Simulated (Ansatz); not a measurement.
## Ta (Im-3m), comparing deformations

Level of theory: Ansatz 0.2.0, DFT r2SCAN, scalar-relativistic, plane waves, PAW. Cutoff 500 eV, Γ-centred 26×26×26 k-points, Gaussian smearing of 0.15 eV. Spin–orbit coupling is left out, which can shift energies with elements as heavy as these. No spin polarisation. Energies are free energies at this smearing, counted from the undisturbed cell; pressure is positive in compression.

The undisturbed cell (relaxed at this level; with this scan's settings it stands at 0.1 GPa):

```
CELL_PARAMETERS angstrom
-1.65229 1.65229 1.65229
1.65229 -1.65229 1.65229
1.65229 1.65229 -1.65229
ATOMIC_POSITIONS crystal
Ta 0.00000 0.00000 0.00000
```

The cell is strained by ε times a Voigt pattern (xx, yy, zz, yz, xz, xy; engineering shear) with fractional coordinates fixed. τ = (1/V0) dE/dε comes from the stress tensor. Of each scan, only the three points used here are listed.

```csv
pattern,ε,τ (GPa)
"(0, 0, 0, 0, 1, 0)",-0.0100,-0.80
"(0, 0, 0, 0, 1, 0)",0.0000,0.00
"(0, 0, 0, 0, 1, 0)",0.0150,1.19
"(0, 1, 0, 0, 0, 0)",-0.0200,-6.13
"(0, 1, 0, 0, 0, 0)",0.0000,-0.14
"(0, 1, 0, 0, 0, 0)",0.0100,2.60
```

Task: Which constants do the scans give, and which deformation costs least for the same size of strain tensor?

Result: The slope dτ/dε at zero (parabola through three points) is pᵀCp: (0, 0, 0, 0, 1, 0) gives C44 = 79 GPa; (0, 1, 0, 0, 0, 0) gives C11 = 282 GPa. The size of the strain tensor, ε:ε, is ε² times 0.5, 1.0. Per unit of it the stiffnesses are 159, 282 GPa, so (0, 0, 0, 0, 1, 0) is the softest of these: at ε:ε = (1 %)² the quadratic term costs 0.89 meV/atom against 1.59 for the stiffest.

In a metal these slopes depend on the k mesh and the smearing.

Cost: 8 runs of about 3.3 core-minutes in all, on Intel Xeon Platinum 8488C (Sapphire Rapids) (shared hosts).